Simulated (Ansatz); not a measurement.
Pd (fcc, Cu type)

```
Pd
1.0
    3.87574     0.00000     0.00000
    0.00000     3.87574     0.00000
    0.00000     0.00000     3.87574
Pd
4
Direct
  0.00000   0.00000   0.00000
  0.50000   0.50000   0.00000
  0.50000   0.00000   0.50000
  0.00000   0.50000   0.50000
```

In each cell atom 3 (Pd, nearest neighbour Pd at 2.741 Å; its periodic images, 3.9 Å or more away, move with it) moves by s·(0.577, 0.577, 0.577) (along Cartesian [111]), the rest being held.

The numbers are results of PBEsol (plane waves to 420 eV, PAW, scalar-relativistic; Ansatz, a first-principles code), not measurements. k mesh 10×10×10 (Γ-centred), Fermi-Dirac smearing 0.05 eV. The energy includes the smearing's −TS. With partly filled bands, energies and forces of such displacements shift with the k mesh and the smearing. F∥ is the force on the atom along that direction. On this mesh the relaxed cell isn't quite at rest: it carries a pressure of -0.1 GPa (compression positive) at the zero of the scan. Pd is run without spin polarisation. Pd was relaxed with its symmetry unable to fall. The zero of ΔE is the undisplaced structure.

**Question.** Give the computed ΔE (meV/cell) and F∥ (eV/Å) at s (Å) = -0.216, -0.162, -0.108, -0.054, 0.108, 0.162, 0.216, 0.270.

**Answer.** 
```csv
s (Å),ΔE (meV/cell),F∥ (eV/Å)
-0.216,240,2.259
-0.162,134,1.665
-0.108,59,1.101
-0.054,15,0.549
0.108,59,-1.101
0.162,134,-1.665
0.216,240,-2.259
0.270,379,-2.902
```

(A displaced cell: forces are minus the slopes of the energy, force constants its curvatures, and phonons follow from these.)
